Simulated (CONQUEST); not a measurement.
Worked example: self-consistent single point of SnO (P4/nmm, 4 atoms in the cell; from Materials Project mp-2097, changed as shown) in CONQUEST.

All values come from this method and carry its errors: PBE, numerical atomic orbitals double-zeta with polarisation (the shipped basis), PseudoDojo norm-conserving potentials made for PBE (CONQUEST).

The change in words: volume scaled by 0.94. Reference geometry (P4/nmm):
```xyz
4
Lattice="3.8137 0.0000 0.0000 0.0000 3.8137 0.0000 0.0000 0.0000 4.8869" Properties=species:S:1:pos:R:3 pbc="T T T"
Sn     0.0000     1.9068     1.1502
Sn     1.9068     0.0000     3.7367
O      1.9068     1.9068     0.0000
O      0.0000     0.0000     0.0000
```

Reference input (self-consistent single point, DFT, PBE, numerical atomic orbitals double-zeta with polarisation (the shipped basis), PseudoDojo norm-conserving potentials made for PBE): basis = DZP; Diag.MPMeshX, Y, Z = 8 8 6; potentials = PseudoDojo norm-conserving PBE; Grid.GridCutoff = 140 Ha; DM.SolutionMethod = diagon; Diag.SmearingType = 1; Diag.kT = 0.001837 Ha; Diag.GammaCentred = true; Diag.MPOrder = 0; minE.SCTolerance = 1.0e-06; SC.MaxIters = 100; SC.LinearMixingFactor = 0.3. This run's input differs from it in these lines:

```diff
@@ -33,5 +33,5 @@
 # file: input.coords
-     3.813700000      0.000000000      0.000000000
-     0.000000000      3.813700000      0.000000000
-     0.000000000      0.000000000      4.886910000
+     3.735847000      0.000000000      0.000000000
+     0.000000000      3.735847000      0.000000000
+     0.000000000      0.000000000      4.787149000
 4
```

Output (repeated stretches shortened):

```
    new_SC_potl: Starting.  Tolerance:  0.10000E-05

    PulayMixSC: Starting Pulay mixing, A_up =  0.300 A_dn =  0.300
    PulayMixSC: Spin non-polarised calculation.
    PulayMixSC: with Kerker preconditioning, q0 =  0.100
          Harris-Foulkes Energy            :      -190.772531697835689 Ha
          (TS=0 as O(N) or entropic contribution is negligible)
          DFT Total Energy                 :      -190.425478114705840 Ha
          Total number of electrons        :        39.999999999999424
    PulayMixSC: Pulay iteration     1 residual:              0.69295E-02
   [... lines left out ...]
          Total number of electrons        :        40.000036392198147
    PulayMixSC: Pulay iteration     7 residual:              0.77631E-05
          Harris-Foulkes Energy            :      -190.657306331777988 Ha
          GroundState Energy (kT --> 0)    :      -190.657323345826057 Ha
          Free Energy (E-TS)               :      -190.657340359874127 Ha
          DFT Total Energy                 :      -190.657306335241941 Ha
          Total number of electrons        :        40.000036223741823
    PulayMixSC: Pulay iteration     8 residual:              0.83233E-06
    PulayMixSC: Reached SCF tolerance of  0.83233E-06 after      8 iterations
      | Number of electrons      =        40.000036
      |* band energy as 2Tr[K.H] =       -28.114411520469602 Ha
      |  screened ion-ion energy =      -144.282624103862986 Ha
      |  Ha correction           =        -0.342308011792075 Ha
      |  XC correction           =       -17.917964733627645 Ha
      | GS Energy with kT -> 0   =      -190.657323345826057 Ha
      | Free Energy as E-TS      =      -190.657340359874127 Ha
      |* Harris-Foulkes energy   =      -190.657306331777988 Ha
      |* DFT total energy        =      -190.657306335241941 Ha
      |  estimated accuracy      =         0.000000003463953 Ha

    force: Forces on atoms (Ha/A )
    force:  Atom   X              Y              Z
   [... lines left out ...]
    force:     4  -0.0000000000  -0.0000000000  -0.0000000000

    force: Maximum force :        0.06855873(Ha/A ) on atom         1 in z direction
    force: Force Residual:        0.04847834 Ha/A
    force: Total stress:        -15.91185849   -15.91185849   -11.96227302 GPa
    force: Average pressure:     14.59533000 GPa

    force: Finished force
    get_E_and_F: Change in energy during last step of electronic optimisation:  0.95400E-07
```

The run converged in 8 iterations. CONQUEST prints the stress tensor with tension positive. Against the reference run the free energy rises by 68.0 meV/atom, the pressure goes from 6.62 to 14.60 GPa and the largest force goes from 0.803 to 1.866 eV/Å.

The program uses no crystal symmetry, so grid and mesh can part values that symmetry would make equal. The atom-centred basis is finite, which shifts total energies, pressures and forces against plane waves. Forces above 1 eV/Å remain at this geometry, of which the finite basis can carry a part. The structure comes from a collection of computed structures, made at another level of theory; the collection holds predicted forms beside known ones.

Cost on one core: around 70 core-seconds (rough).
